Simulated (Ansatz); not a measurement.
The relaxed structure here is a generated cell of HfO2: the first start was made by placing the elements on the sites of a structure type, and the end was not matched to a known phase here, so it may be hypothetical. Known forms of HfO2 include space group No. 14, 29, 137, 225.

A relaxed cell of HfO$_{2}$ (P6₃/mmc (No. 194)), relaxed on a k-mesh at least as fine as the one used below. All values below come from r2SCAN (plane waves to 500 eV, PAW, scalar-relativistic; Ansatz, a quantum-chemistry and plane-wave program). Γ-centred k-mesh 4×4×2 on the run's cell (coarser than for final values), Fermi–Dirac smearing 0.05 eV.

```xyz
12
Lattice="6.3408 0.0000 0.0000 -3.1704 5.4913 0.0000 0.0000 0.0000 10.3417" Properties=species:S:1:pos:R:3 pbc="T T T"
Hf     0.0000     3.6609     0.6448
Hf     3.1704     1.8304     5.8157
Hf     3.1704     1.8304     9.6969
Hf     0.0000     3.6609     4.5260
O      0.0000     3.6609     2.5854
O      3.1704     1.8304     7.7563
O      3.1704     0.0000     0.0000
O      1.5852     2.7457     5.1709
O     -1.5852     2.7457     0.0000
O      3.1704     0.0000     5.1709
O      1.5852     2.7457     0.0000
O     -1.5852     2.7457     5.1709
```

The atoms are displaced by (Å):

```csv
atom,ux,uy,uz
Hf1,0.027,-0.089,0.037
Hf2,0.071,-0.030,-0.064
Hf3,-0.079,-0.038,-0.093
Hf4,-0.004,-0.033,0.114
O5,-0.090,0.063,-0.089
O6,-0.005,-0.021,0.017
O7,0.160,-0.094,-0.053
O8,-0.099,-0.076,0.007
O9,0.057,-0.066,0.024
O10,-0.149,-0.055,-0.115
O11,0.043,-0.052,0.023
O12,-0.033,0.010,0.095
```

What forces (eV/Å) and pressure result?


```csv
atom,Fx,Fy,Fz
Hf1,-0.25,1.21,-3.24
Hf2,-4.28,-1.45,2.10
Hf3,3.58,-1.48,4.94
Hf4,-1.41,-0.22,-4.92
O5,0.14,-0.27,6.08
O6,0.06,0.04,-5.23
O7,-0.69,1.05,-0.54
O8,3.13,-1.17,1.13
O9,-2.10,-0.92,-1.10
O10,0.74,2.54,1.20
O11,-0.39,-0.08,0.14
O12,1.47,0.74,-0.53
```

Pressure +1.4 GPa.

Estimate the energy cost of the displacement in the harmonic approximation and compare with the calculation.

For a harmonic well ΔE = −½ Σ F·u = 1.743 eV a cell, or 145 meV/atom. The calculated energy relative to the undisplaced cell is +150 meV/atom, so the harmonic estimate holds well.

No spin polarisation in the result.

The run that gave the undisplaced cell could not lose the symmetry of its start: the end is stationary, and may be a saddle point rather than a minimum.
